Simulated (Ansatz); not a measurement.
Data sheet: SnO (DFT)

SnO:
```xyz
8
Lattice="2.2499 -2.4980 0.0000 2.2499 2.4980 0.0000 0.0000 0.0000 11.7745" Properties=species:S:1:pos:R:3 pbc="T T T"
Sn     2.2499     2.1907    11.7418
Sn     2.2499    -2.1907     5.8545
Sn     2.2499     0.3066     2.7319
Sn     2.2499    -0.3066     8.6191
O      2.2499     0.1086     0.6091
O      2.2499    -0.1086     6.4964
O      2.2499     2.3886     2.0900
O      2.2499    -2.3886     7.9772
```

Space group Cmce (No. 64); conventional cell a = 4.500 Å, b = 4.996 Å, c = 11.775 Å, α = 90.00°, β = 90.00°, γ = 90.00°.

Method: LDA in the plane-wave PAW code Ansatz. Structure relaxed to zero pressure with the same functional. Other levels are named where they apply.

Cell and energy:

- Volume per atom = 16.54 Å³
- Density = 6.76 g/cm³
- Formation energy from the elements (no fitted shifts) = -1.23 eV/atom

Electronic structure:

- Band gap: 1.13 eV (indirect)
- Valence-band maximum: at Γ
- Conduction-band minimum: on the Γ–S line, 74 % of the way from Γ (k = -0.003, 0.368, 0.000 in fractions of the reciprocal vectors) (4 equivalent valleys)
- Smallest direct gap on the standard path: 1.55 eV
- Electron effective mass: 0.15, 0.44, 0.49 mₑ (principal values)
- Hole effective mass: 0.34, 1.8, 3.0 mₑ (principal values)

Dielectric response:

- Electronic dielectric constant ε∞ (DFPT): 9.94 (xx), 8.80 (yy), 7.75 (zz)
- Born charges (a third of the trace): Sn +3.22, O -3.22 e

Phonons:

- Highest zone-centre frequency (without LO–TO term): 553 cm^-1
- Zone-centre stability: no imaginary mode at Γ

The first step of the workflow began from a Materials Project structure, measured or hypothetical; the Crystallography Open Database copy checked does not list it. It is not the phase usual at ambient conditions (space group No. 129). Symmetry was held in the LDA relaxation. A crystal of weakly bound layers computed without a dispersion correction: the cell and the soft elastic constants depend strongly on that. Point labels and valley counts follow the cell and symmetry of the run, lower than the named group. The references are the lowest solids computed at this level, not always the standard phases (solids in place of the gases). Scalar-relativistic: spin–orbit coupling is off unless named, which matters more the heavier the elements.

Potentials: the later of the program's two PAW sets.
